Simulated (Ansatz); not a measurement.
Space group Fm-3m (No. 225). a = 4.669 Å, b = 4.669 Å, c = 4.669 Å, α = 90.00°, β = 90.00°, γ = 90.00°
```
atom site symmetry x y z
  Zr    4b m-3m  0.5000  0.0000  0.0000
   C    4a m-3m  0.0000  0.0000  0.0000
```

Equation of state of this ZrC structure (not necessarily the ground state), with shape and atoms relaxed at each volume where symmetry leaves them free. It has no gap at any of these volumes. Computed with Ansatz 0.2.0, DFT PBEsol, scalar-relativistic, plane waves, PAW.

Plane waves to 420 eV, a k mesh through Γ of 16×16×16 on the computed 2-atom cell and Gaussian smearing (0.10 eV); no spin polarisation.

| V (Å³/atom) | E − E(largest V) (meV/atom) | P (GPa) |
| --- | --- | --- |
| 11.960 | 6.22 | 16.49 |
| 12.342 | -22.16 | 7.59 |
| 12.724 | -30.87 | -0.05 |
| 13.106 | -22.69 | -6.62 |
| 13.487 | 0.00 | -12.26 |

Question: Fit a third-order Birch–Murnaghan equation to E(V).

Answer: V0 = 12.72 Å³/atom, B0 = 236 GPa, B0' = 4.1.